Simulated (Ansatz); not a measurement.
Consider the following.

AlRh:
```yaml
crystal:
  lattice:
    - [2.97735, 0.00000, 0.00000]
    - [0.00000, 2.97735, 0.00000]
    - [0.00000, 0.00000, 2.97735]
  atoms:
    - { symbol: Al, position: [0.00000, 0.00000, 0.00000] }
    - { symbol: Rh, position: [0.50000, 0.50000, 0.50000] }
```

This is the r²SCAN-relaxed structure.

Question: All from plane-wave PAW r²SCAN (Ansatz code), unless another level is named. Estimate the Young's modulus.

Answer: 283 GPa.

Question: What about the elastic constants (relaxed ions, GPa)?

Answer: C11 = 342, C12 = 151, C44 = 122.

Space group Pm-3m (CsCl type). The workflow started from a Materials Project entry (that database holds measured and hypothetical structures alike); the Crystallography Open Database copy checked does not list it. With Al and Rh taken as one species the cell has the higher symmetry Im-3m, so it may be an ordered model of a mixed-site phase. Its standing as an ambient phase is unchecked. Symmetry was held in the r²SCAN relaxation; of distortions, only those at the zone centre were tested. No spin polarisation was allowed. As this level gives no gap, shear constants depend on the k-mesh and smearing (Fermi–Dirac, 0.1 eV here).

Potentials: the later of the program's two PAW sets.
